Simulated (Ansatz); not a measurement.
# Compressing ScAl: a fit and a missing row

ScAl, Cmcm, a = 3.291 Å, b = 11.017 Å, c = 4.337 Å. The structure is a Materials Project entry; whether it is the stable form wasn't checked. Ansatz: PBEsol, PAW, 420 eV, Γ-centred 14×14×10 mesh on 4 atoms, Gaussian smearing 0.10 eV; no spin polarisation. Shape and atoms are relaxed at each volume; pressure is positive in compression.

```
V (Å³/atom) P (GPa)
     17.295        ?
     17.885     8.53
     18.474     5.27
     19.064     2.44
     19.654    -0.02
     20.243    -2.16
     20.833    -4.01
     21.619    -6.06
```

Task: Take V0 = 19.654 Å³/atom, count pressures from its P0 = -0.02 GPa, fit the third-order Birch–Murnaghan form to the other rows, and predict the missing pressure.

Result: With the Eulerian strain f = ½[(V0/V)^(2/3) − 1] and y = (P − P0)/[3f(1 + 2f)^(5/2)], the form is the line y = B0 + 1.5 B0 (B0′ − 4) f. Rows (f, y): 0.03245, 75.1; 0.02107, 75.5; 0.01026, 76.0; -0.00975, 76.9; -0.01905, 76.9; -0.03078, 76.7. Means f = 0.0007000, y = 76.183; Σ(Δf)² = 0.003005, ΣΔfΔy = -0.08798; the slope is their ratio. y = 76.20 − 29.28 f GPa, so B0 = 76.2 GPa and B0′ = 4 + 2 × (-29.28)/(3 × 76.20) = 3.74. At V = 17.295, f = 0.04449, y = 74.90 and P = 12.35 GPa. The run gave 12.30 GPa, so the fit is 0.05 GPa too high, a small miss on the scale of the series.